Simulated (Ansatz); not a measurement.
**Ansatz run, V5GeB2**

The input, for Ansatz 0.2.0 (plane waves, PAW):

```yaml
crystal:
  lattice:
    - [0.0, 5.918357, 0.0]
    - [5.918357, 0.0, 0.0]
    - [2.959179, 2.959179, -5.495617]
  atoms:
    - { symbol: B, position: [0.875, 0.375, 0.0] }
    - { symbol: B, position: [0.375, 0.125, 0.0] }
    - { symbol: B, position: [0.125, 0.625, 0.0] }
    - { symbol: B, position: [0.625, 0.875, 0.0] }
    - { symbol: V, position: [0.0, 0.0, 0.0] }
    - { symbol: V, position: [0.5, 0.5, 0.0] }
    - { symbol: V, position: [0.803, 0.303, 0.714] }
    - { symbol: V, position: [0.303, 0.483, 0.714] }
    - { symbol: V, position: [0.483, 0.983, 0.714] }
    - { symbol: V, position: [0.983, 0.803, 0.714] }
    - { symbol: V, position: [0.697, 0.517, 0.286] }
    - { symbol: V, position: [0.197, 0.697, 0.286] }
    - { symbol: V, position: [0.017, 0.197, 0.286] }
    - { symbol: V, position: [0.517, 0.017, 0.286] }
    - { symbol: Ge, position: [0.25, 0.25, 0.5] }
    - { symbol: Ge, position: [0.75, 0.75, 0.5] }
  symmetry: { tolerance: 0.0003 }
kpoints:
  mp_grid: { grid: [7, 7, 7], shift: [0, 0, 0] }
magnetization:
  spin_polarized: false
scf:
  occupations: { method: fermi_dirac, width: 0.0207 }
  lower_state_search: "off"
  max_iter: 200
hamiltonian:
  pseudopotentials: { kind: paw }
  xc: r2scan
basis:
  ecutwfc: 500
  fft_grid_basis: typed
output:
  forces: true
  stress: true
  eigenvalues: true
  bader: true
  populations: true
  elf: true
  write_potential: true
  volumetric_format: npy
  dos:
    e_range: [-12, 8]
    de: 0.05
    projected: { site_lists: { B: [B], Ge: [Ge], V: [V] } }
checkpoint:
  read: saved_state
```

The run starts from an earlier solution of this cell. 

Excerpt of what it printed:

```
Pseudopotentials: kind: paw
Pseudopotential: B, paw, valence charge 3, recommended cutoff 500 eV (meta_gga), B.paw.azcp
Pseudopotential: V, paw, valence charge 13, recommended cutoff 500 eV (meta_gga), V.paw.azcp
Pseudopotential: Ge, paw, valence charge 14, recommended cutoff 500 eV (meta_gga), Ge.paw.azcp
Functional definition: r2SCAN
  exchange = r2scan_x(k0 = k0, k1 = k1, a1 = a1)
  correlation = r2scan_c
Crystal: 16 atoms, lattice volume = 192.495 Å³
Basis set: ecut = 500 eV, 4901 PW (Γ), exchange–correlation on 180×180×216 points (64 copies of the dense FFT grid, shifted against one another)
Bands: 102, of which v1, the nominal top of the filled ones, is band 85 counted from 1 (84 counted from 0)
Symmetry: 16 space group operations
Space group: I4/mcm (ITA 140), of the structure as read, at distance tolerance 1.7e-3 Å
k-points: 40 of 343
Initial density: read from a saved state, or passed on in memory by an earlier SCF of this step, an earlier step, the calling program or the single point that the run made first
Functional: x = r2scan, c = r2scan; τ floored in thin density (d = 2e-4 eV/Å³)
SCF iter   1: F=-38412.2743 eV  Δρ=1.54e-3  dr2=1.95e-3  dr2_τ=2.13e-3
SCF iter   2: F=-38412.2745 eV  Δρ=8.91e-4  dr2=9.59e-4  dr2_τ=2.69e-4
SCF iter   3: F=-38412.2733 eV  Δρ=8.86e-4  dr2=2.01e-3  dr2_τ=9.12e-5
SCF iter   4: F=-38412.2749 eV  Δρ=1.93e-4  dr2=7.65e-5  dr2_τ=3.81e-6
SCF iter   5: F=-38412.2748 eV  Δρ=6.20e-5  dr2=4.38e-6  dr2_τ=1.00e-6
SCF iter   6: F=-38412.2748 eV  Δρ=1.82e-5  dr2=3.29e-7  dr2_τ=1.23e-7
SCF iter   7: F=-38412.2748 eV  Δρ=3.40e-6  dr2=2.16e-8  dr2_τ=1.28e-9
Free energy (F): -38412.2748 eV
Harris-Foulkes:  -38412.2748 eV  (|F-HF|=3.71e-9)
Internal energy: -38412.2643 eV  (E = F + TS)
E sigma→0 (E₀):  -38412.2696 eV
Entropy (-TS):   -0.0105 eV (-0.659 meV/atom)
Fermi energy:    15.0966 eV
--- Per-component energies (eV) ---
  E_band       = -1825.3328
  E_kinetic    = 3761.3927
  E_local      = -13774.0862  (includes V_loc(G=0)·N_el)
  E_nonlocal   = 414.5370
  E_hartree    = 6238.8978
  E_xc         = -1532.4659
  E_vxc        = -2146.5148  (∫ρ·V_xc dr)
  E_paw        = -15593.2771  (= ΣΔE_a)
  E_vpaw       = -2696.5555  (= ΣTr[D̂ρ^β])
  E_aug_tail   = 0.0018  (compensation charges beyond the density's cutoff)
  E_vtau       = 138.0983  (kinetic-family band-sum trace: ∫τ·v_τ [+ j·A + Jᵃ·Aᵃ] dr)
  E_ewald      = -17922.3612
  E_core_change = -4.9031  (= ΣΔE_core)
  E_smearing   = -0.0105  (= −TS)
--- Forces (eV/Å), atoms counted from 1 ---
  atom   1  B      0.2824     0.2824     0.0000
  atom   2  B     -0.2824     0.2824     0.0000
  atom   3  B     -0.2824    -0.2824     0.0000
  atom   4  B      0.2824    -0.2824     0.0000
  atom   5  V      0.0000     0.0000     0.0000
  atom   6  V      0.0000     0.0000     0.0000
  atom   7  V      0.2619     0.2619    -1.4225
  atom   8  V     -0.2619     0.2619    -1.4225
  atom   9  V     -0.2619    -0.2619    -1.4225
  atom  10  V      0.2619    -0.2619    -1.4225
  atom  11  V      0.2619    -0.2619     1.4225
  atom  12  V     -0.2619    -0.2619     1.4225
  atom  13  V     -0.2619     0.2619     1.4225
  atom  14  V      0.2619     0.2619     1.4225
  atom  15  Ge     0.0000     0.0000     0.0000
  atom  16  Ge     0.0000     0.0000     0.0000
--- Stress (GPa, compression-positive) ---
      -13.3594       0.0000       0.0000
        0.0000     -13.3594       0.0000
        0.0000       0.0000     -15.6914
  P = ⅓ Tr σ = -14.1367 GPa (-141.367 kbar)
--- Löwdin populations: 16 sites ---
  site symbol       q [e]
     0      B      3.9142
     1      B      3.9142
     2      B      3.9142
     3      B      3.9142
     4      V     12.3438
     5      V     12.3438
     6      V     12.3903
     7      V     12.3903
     8      V     12.3903
     9      V     12.3903
    10      V     12.3903
    11      V     12.3903
    12      V     12.3903
    13      V     12.3903
    14     Ge     14.6861
    15     Ge     14.6861
  spilling = 0.0068 (of n_electrons = 170.0000)
--- Bader charges: 16 sites ---
  site symbol  charge [e]  shift [e]
     0      B     -1.4012     0.0006
     1      B     -1.4012     0.0006
     2      B     -1.4012     0.0006
     3      B     -1.4012     0.0006
     4      V      0.8777     0.0005
     5      V      0.8777     0.0005
     6      V      0.8770     0.0007
     7      V      0.8770     0.0007
     8      V      0.8770     0.0007
     9      V      0.8770     0.0007
    10      V      0.8770     0.0007
    11      V      0.8770     0.0007
    12      V      0.8770     0.0007
    13      V      0.8770     0.0007
    14     Ge     -1.5834     0.0021
    15     Ge     -1.5835     0.0021
```

Origin: a known structure type with other elements, at an estimated volume, so it need not be a known compound. Caveats: no spin polarisation, so a magnetic state may lie lower.
